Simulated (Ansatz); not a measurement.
B₂W in space group P6_3/mmc (No. 194; B on 4f, B on 2b, B on 2d, W on 4f) under volume change, plane-wave PAW PBEsol (Ansatz code), shape and atoms relaxed at each volume.

```tsv
V (Å³/atom)	E − E(relaxed) (meV/atom)	P (GPa)
8.243	89.7	38.16
8.515	37.8	23.47
8.787	9.0	10.85
9.059	0.0	0.00
9.330	8.1	-9.33
9.602	30.9	-17.36
9.874	66.4	-24.26
```

Problem. What does a third-order Birch–Murnaghan fit give for V₀, B₀ and B′?

Solution. V₀ = 9.06 Å³/atom, B₀ = 335 GPa, B′ = 4.0.

The workflow started from a Materials Project entry (that database holds measured and hypothetical structures alike); the Crystallography Open Database files this formula in space group No. 194, but the cells were not matched. Its standing as an ambient phase is unchecked. The cell was relaxed with PBEsol under the symmetry of its start; its stability against distortions is not shown here. No spin polarisation was allowed. Scalar-relativistic: spin–orbit coupling is off unless named, which matters more the heavier the elements.

Potentials: the later of the program's two PAW sets.
